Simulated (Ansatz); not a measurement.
Values for one crystal, relaxed and computed with r²SCAN (plane waves, PAW; program Ansatz); other levels are named.

Volume per atom: 10.96 Å³
Electronic character: metallic (no gap)
Density of states at the Fermi level: 0.50 states/eV per atom (mean over ±0.08 eV)
Bulk modulus (Birch–Murnaghan fit): 202 GPa
Formation energy from the elements (no fitted shifts): -0.43 eV/atom
Pressure derivative B′: 4.6

**Question.** Which of these materials gives this?
A. Ag3Au, Cu3Au type
B. AlNi3, Cu3Au type
C. Gd3In, Cu3Au type
D. MnZn3, Cu3Au type

**Answer.** B, AlNi3, Cu3Au type

Space group Pm-3m (Cu3Au type). The cell was relaxed with r²SCAN under the symmetry of its start. The final state is ferromagnetic, the only order run, not a proven ground state. Other orbital occupations within this spin state were not tried. The references are the lowest solids computed at this level, not always the standard phases.

Potentials: the later of the program's two PAW sets.
